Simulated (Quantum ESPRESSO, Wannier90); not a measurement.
## MgS (rock salt): Wannier90 run

```xyz
2
Lattice="0.0000 2.6044 2.6044 2.6044 0.0000 2.6044 2.6044 2.6044 0.0000" Properties=species:S:1:pos:R:3 pbc="T T T"
Mg     0.0000     0.0000     0.0000
S      2.6044     2.6044     2.6044
```

Materials Project entry mp-1315; symmetrised, unrelaxed at this level. COD (Crystallography Open Database) has an entry of this formula and space group (matched by these alone). Method: LDA plane waves in Quantum ESPRESSO 7.5 (PseudoDojo norm-conserving files, 68 Ry, no spin polarisation, no spin-orbit coupling), Bloch states on a 10×10×10 mesh through Γ, Wannier90 4.0.1. Density: 10×10×10 mesh, cold smearing 0.01 Ry.

A tight-binding model is made by disentanglement and projection with no localisation steps (num_iter = 0), so the 8 orbitals stay atom-like: hydrogen-like Mg: s;p; S: s;p, axes along x, y, z; frozen window up to 4.05 eV relative to the valence-band maximum. It follows pw.x to 2.9 meV rms for states up to 3.6 eV relative to the valence-band maximum. Matrix elements depend on this choice of orbitals and windows.

Task: What are the on-site energies relative to the valence-band maximum, and how fast do the hoppings decay?

Result: 
```json
[
 {"atom": "Mg1", "orbitals": "s", "energy (eV)": "3.82"},
 {"atom": "Mg1", "orbitals": "pz px py", "energy (eV)": "7.50"},
 {"atom": "S2", "orbitals": "s", "energy (eV)": "-9.88"},
 {"atom": "S2", "orbitals": "pz px py", "energy (eV)": "0.22"}
]
```

```json
[
 {"distance of the centres (Å)": "2–3", "largest modulus (eV)": "2.7"},
 {"distance of the centres (Å)": "3–4", "largest modulus (eV)": "0.37"},
 {"distance of the centres (Å)": "4–5", "largest modulus (eV)": "0.039"},
 {"distance of the centres (Å)": "5–6", "largest modulus (eV)": "0.69"},
 {"distance of the centres (Å)": "6–7", "largest modulus (eV)": "0.016"},
 {"distance of the centres (Å)": "7–8", "largest modulus (eV)": "0.13"},
 {"distance of the centres (Å)": "8–9", "largest modulus (eV)": "0.037"},
 {"distance of the centres (Å)": "9–10", "largest modulus (eV)": "0.0056"},
 {"distance of the centres (Å)": "10–11", "largest modulus (eV)": "0.036"},
 {"distance of the centres (Å)": "11–12", "largest modulus (eV)": "0.0073"},
 {"distance of the centres (Å)": "12–13", "largest modulus (eV)": "0.0032"}
]
```
